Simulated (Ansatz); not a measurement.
## Cu: energy along a strain

Cu, Cmcm, a = 2.437 Å, b = 7.953 Å, c = 2.475 Å (as given, not relaxed at this level: -1.5 GPa, forces to 0.01 eV/Å). This isn't the element's structure at ambient conditions. Ansatz: PBEsol, PAW, 420 eV, Γ-centred 20×20×20 mesh on 2 atoms, Gaussian smearing 0.15 eV; no spin polarisation. Cell vectors (Å): 1.218 -3.976 0.000; 1.218 3.976 0.000; 0.000 0.000 2.475. The cell is strained by x per cent times the pattern (1 1 0 0 0 0) in the order xx yy zz yz xz xy (engineering shears), with fractional coordinates held. y is the free energy over the start, V0 = 11.994 Å³/atom.

| x (%) | y (meV/atom) |
| --- | --- |
| -6.00 | 101.09 |
| -4.50 | 50.78 |
| -3.00 | 18.77 |
| -1.50 | ? |
| 0.00 | 0.00 |
| 1.50 | 9.12 |
| 3.00 | 28.26 |
| 4.50 | 55.94 |
| 5.25 | 72.56 |
| 6.00 | 90.85 |

**Question.** Fit y = c1 x + c2 x² + c3 x³ to the other rows, get the stiffness along the pattern, and predict the missing energy.

**Answer.** Least squares on the rows shown. y = 2.3832 x + 2.6554 x² − 0.089976 x³. The clamped-ion stiffness p·C·p = 2 × 26.55 eV × 160.2 / 11.994 Å³ = 709 GPa (second derivative at the start, which stands under stress). At x = -1.50 the fit asked for gives 2.70 meV/atom. The run gave 2.57 meV/atom, so the fit is 0.13 meV/atom too high, within the rms miss on the fitted rows (0.35 meV/atom).